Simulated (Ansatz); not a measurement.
TaSi:
```xyz
2
Lattice="3.1521 0.0000 0.0000 0.0000 3.1521 0.0000 0.0000 0.0000 3.1521" Properties=species:S:1:pos:R:3 pbc="T T T"
Ta     0.0000     0.0000     0.0000
Si     1.5760     1.5760     1.5760
```

Relaxed with PBE. Special points in fractions of this cell's reciprocal vectors: Γ (0.000, 0.000, 0.000); X (0.000, 0.500, 0.000); M (0.500, 0.500, 0.000); R (0.500, 0.500, 0.500).

**Question.** List the band energies nearest the Fermi level at these points for the program Ansatz at the PBE level (PAW).

**Answer.** In eV from the Fermi level; about four levels below and three above (degenerate sets whole), none deeper than 8.9 eV; points with the same levels are listed once.

```tsv
k	below	above
Γ	-2.75 -2.75	2.27 2.27 2.27
X	-7.24 -1.49 -1.04 -1.04	3.40 4.87 5.35
M	-8.20 -3.26 -3.26 -2.89	0.54 0.54 4.68
R	-5.28 -5.28 -5.28 -3.95	3.32 3.32 3.32
```

Space group Pm-3m (CsCl type). The cell is a constructed one: a structure type filled with these elements; neither database checked (COD, Materials Project) lists it. Whether it is the stable phase at ambient conditions was not checked. The PBE relaxation kept the symmetry of its start; whether a distortion lowers the energy is not shown. No spin polarisation was allowed. Spin–orbit coupling is left out wherever it is not named.

Potentials: the later of the program's two PAW sets.
